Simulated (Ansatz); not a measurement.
Ti$_{5}$Ga$_{3}$:
```
CELL_PARAMETERS angstrom
     -5.10849     5.10849     2.48216
      5.10849    -5.10849     2.48216
      5.10849     5.10849    -2.48216
ATOMIC_POSITIONS crystal
  Ti 0.57822 0.72284 0.30106
  Ti 0.42178 0.27716 0.69894
  Ti 0.72284 0.42178 0.14463
  Ti 0.27716 0.57822 0.85537
  Ti 0.92178 0.22284 0.14463
  Ti 0.07822 0.77716 0.85537
  Ti 0.77716 0.92178 0.69894
  Ti 0.22284 0.07822 0.30106
  Ti 0.25000 0.75000 0.50000
  Ti 0.75000 0.25000 0.50000
  Ga 0.66357 0.16357 0.82714
  Ga 0.33643 0.83643 0.17286
  Ga 0.16357 0.33643 0.50000
  Ga 0.83643 0.66357 0.50000
  Ga 0.25000 0.25000 0.00000
  Ga 0.75000 0.75000 0.00000
```
The run is spin-polarised; directions of the spins, atom by atom: ↑ ↑ ↑ ↑ ↑ ↑ ↑ ↑ 0 0 0 0 0 0 0 0.

Relaxed with r²SCAN.

Task: Which orbitals make up the states near the Fermi level in plane-wave PAW r²SCAN (Ansatz code)?

Result: Within 0.5 eV of the Fermi level: Ti 3d 85 %, Ga 4p 9 %. Projections are on Löwdin-orthogonalised atomic valence shells; empty p or d shells of many metals are not among them.

Task: Tabulate the density of states.

Result: States/eV per cell of 16 atoms, in 0.25 eV bins, energy from the Fermi level.

| E (eV) | total | Ti 3d | Ga 4p | Ga 4s |
|---|---|---|---|---|
| -7.85 | 3.05 | 0.20 | 0.36 | 1.48 |
| -7.60 | 3.63 | 0.29 | 0.47 | 1.82 |
| -7.35 | 4.09 | 0.41 | 0.41 | 2.28 |
| -7.10 | 4.40 | 0.52 | 0.49 | 2.43 |
| -6.85 | 4.70 | 0.68 | 0.47 | 2.74 |
| -6.60 | 6.98 | 1.28 | 0.60 | 4.20 |
| -6.35 | 4.49 | 1.12 | 0.42 | 2.59 |
| -6.10 | 1.40 | 0.41 | 0.20 | 0.71 |
| -5.85 | 0.58 | 0.14 | 0.17 | 0.23 |
| -5.60 | 0.51 | 0.11 | 0.16 | 0.19 |
| -5.35 | 0.47 | 0.11 | 0.16 | 0.17 |
| -5.10 | 0.49 | 0.11 | 0.17 | 0.16 |
| -4.85 | 0.56 | 0.12 | 0.21 | 0.14 |
| -4.60 | 1.35 | 0.28 | 0.57 | 0.16 |
| -4.35 | 4.11 | 0.90 | 1.75 | 0.37 |
| -4.10 | 4.88 | 1.08 | 2.18 | 0.31 |
| -3.85 | 6.87 | 1.79 | 2.82 | 0.60 |
| -3.60 | 5.93 | 1.75 | 2.45 | 0.44 |
| -3.35 | 4.58 | 1.56 | 1.84 | 0.35 |
| -3.10 | 5.46 | 1.89 | 2.29 | 0.32 |
| -2.85 | 5.24 | 1.89 | 2.30 | 0.23 |
| -2.60 | 7.39 | 2.86 | 3.27 | 0.27 |
| -2.35 | 8.60 | 3.67 | 3.68 | 0.28 |
| -2.10 | 10.31 | 4.67 | 4.30 | 0.30 |
| -1.85 | 11.78 | 6.03 | 4.68 | 0.20 |
| -1.60 | 17.20 | 9.97 | 6.02 | 0.15 |
| -1.35 | 19.93 | 13.21 | 5.58 | 0.16 |
| -1.10 | 21.65 | 15.82 | 4.66 | 0.17 |
| -0.85 | 19.29 | 15.13 | 3.28 | 0.08 |
| -0.60 | 13.38 | 10.97 | 1.69 | 0.08 |
| -0.35 | 11.34 | 9.50 | 1.21 | 0.07 |
| -0.10 | 6.96 | 5.92 | 0.64 | 0.05 |
| 0.15 | 13.46 | 11.44 | 1.03 | 0.09 |
| 0.40 | 13.64 | 11.94 | 0.88 | 0.06 |
| 0.65 | 17.81 | 15.81 | 1.01 | 0.10 |
| 0.90 | 12.72 | 11.55 | 0.55 | 0.08 |
| 1.15 | 14.86 | 13.60 | 0.66 | 0.06 |
| 1.40 | 11.96 | 11.05 | 0.44 | 0.04 |
| 1.65 | 18.29 | 17.15 | 0.55 | 0.06 |
| 1.90 | 21.24 | 20.00 | 0.57 | 0.06 |
| 2.15 | 20.66 | 19.58 | 0.51 | 0.06 |
| 2.40 | 28.16 | 26.80 | 0.73 | 0.08 |
| 2.65 | 16.79 | 15.55 | 0.74 | 0.11 |
| 2.90 | 14.17 | 12.53 | 1.00 | 0.24 |
| 3.15 | 20.41 | 17.80 | 1.60 | 0.44 |
| 3.40 | 16.92 | 14.47 | 1.47 | 0.44 |
| 3.65 | 12.76 | 10.67 | 1.10 | 0.53 |

Space group I4/mcm. The workflow started from a Materials Project entry (that database holds measured and hypothetical structures alike); the Crystallography Open Database copy checked does not list it. COD files the formula under space group No. 193. Whether it is the stable phase at ambient conditions was not checked. The cell was relaxed with r²SCAN under the symmetry of its start; its stability against distortions is not shown here. Magnetic state: ferromagnetic, chosen from 3 collinear starts compared on coarse meshes (ties went to the first, and starts can fall back to one state), not a proven ground state. Other orbital occupations within this spin state were not tried. Scalar-relativistic: spin–orbit coupling is off unless named, which matters more the heavier the elements.

Potentials: the later of the program's two PAW sets.
